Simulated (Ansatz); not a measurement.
Consider the following.

SiO$_{2}$:
```xyz
12
Lattice="-2.6237 4.7538 4.4517 2.6237 -4.7538 4.4517 2.6237 4.7538 -4.4517" Properties=species:S:1:pos:R:3 pbc="T T T"
Si     0.0000     0.7939     7.5163
Si     2.6237     3.9599    -3.0647
Si     2.6237    -0.7939     3.0647
Si     0.0000     5.5476     1.3870
O      2.6237    -2.3769     3.3661
O      0.0000     7.1307     1.0856
O      1.3118     5.1400     2.2258
O      1.3118    -0.3862     2.2258
O      1.3118     4.3676    -2.2258
O     -1.3118     5.1400     2.2258
O      0.0000     0.0000     0.0000
O      0.0000     4.7538     0.0000
```

This is the r²SCAN-relaxed structure. x, y and z are the axes in which the lattice vectors are written.

Q: All from r²SCAN in the plane-wave PAW code Ansatz, unless another level is named. Give the Born charges (a third of the trace).

A: Si +3.33, O -1.74 to -1.62 e.

Q: What about the electronic dielectric constant ε∞ (DFPT)?

A: 1.92 (xx), 1.87 (yy), 1.89 (zz).

Q: Next, the Bader charges?

A: Si +3.38, O -1.69 e.

Space group Imma. The first step of the workflow began from a Materials Project structure, measured or hypothetical; the Crystallography Open Database copy checked does not list it. It is not the phase usual at ambient conditions (space group No. 92, 152, 154). The r²SCAN relaxation kept the symmetry of its start. At this level the phase is dynamically unstable (imaginary phonons).

Potentials: the earlier of the program's two PAW sets.
